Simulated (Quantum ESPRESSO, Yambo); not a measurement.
For RbLuO2 (space group R-3m, No. 166), Yambo gives the independent-particle static dielectric constant along x as 4.5 on PBEsol bands and 4.23 after a scissor of 0.72 eV widens every gap (6×6×6 mesh, 59 bands, 4 Ry local-field block, 0.2 eV broadening). Axes are Cartesian, with cell vectors (Å) (1.69, 0.98, 6.43), (-1.69, 0.98, 6.43), (0.00, -1.95, 6.43).

**Question.** A scissor keeps the position matrix elements. In a one-oscillator model, how does ε − 1 scale, and what mean transition energy do the two values imply?

**Answer.** Each transition adds |r|²/E to ε − 1, so ε − 1 ∝ 1/(E0 + Δ). Then (4.23 − 1)/(4.5 − 1) = E0/(E0 + Δ) = 0.923, and E0 = Δ(ε' − 1)/(ε − ε') = 8.6 eV. The computed Im ε, weighted by 1/E up to 20 eV, has its mean at 9.2 eV; the smallest direct PBEsol gap is 3.45 eV. The scissor comes from a G0W0 run whose convergence isn't established. Convergence of the RPA response with its 6×6×6 mesh was not tested.

Bands from Quantum ESPRESSO.

Geometry relaxed with PBEsol; primitive cell a = b = c = 6.7155 Å, α = β = γ = 29.17°.
